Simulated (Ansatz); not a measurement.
Level: r2SCAN, no spin polarisation; 500 eV; 7×7×7 Γ-centred mesh; gaussian occupations (width 0.026 eV); Ansatz 0.2.0, fixed geometry.

Computed maps in the lattice plane spanned by b (left to right, 4.00 Å, 12 points from zero) and c (bottom to top, 5.37 Å, 16 points from zero), 68° apart, at height 0.202 along a. The fields are smooth PAW ones with compensation charges, not the true ones near nuclei.

Valence density. Digits on a logarithmic scale: 0 up to 0.03 e/Å³, each further digit a factor of 1.6, 9 from 1.3 e/Å³ up:
```
999975433456
999986544456
799996555556
678876666665
556665556665
555555555665
444454445555
445566544444
345799754433
345899985433
335799996433
334699997543
444568986544
554445665444
666544444445
899754333456
```

ELF. Ten even steps from '0' (0.00) to '9' (0.90):
```
100133322333
209023433443
310023543355
532234643335
653334643334
454444543223
443323343223
332222233323
222211222222
122100012211
122100002211
122210002221
233221012233
333322222233
323332112233
211333211233
```

Task: The cell is ZnGa₂. Which atoms lie within 0.2 Å of this plane, and where (fractions of b and c)?

Result: Ga at (0.16, 0.88), Zn at (0.44, 0.31). The whole cell:
```xyz
6
Lattice="-2.0000 3.1952 3.8232 4.0000 0.0000 0.0000 2.0000 3.1952 -3.8232" Properties=species:S:1:pos:R:3 pbc="T T T"
Ga    2.0000    3.4700   -2.6074
Ga    0.0000    2.9204    1.2158
Ga    2.0000    2.9204    2.6074
Ga    4.0000    3.4700   -1.2158
Zn    2.0000    4.7928    0.4358
Zn    2.0000    1.5976   -0.4358
```

Origin: a known structure type with other elements, at an estimated volume, so it need not be a known compound.
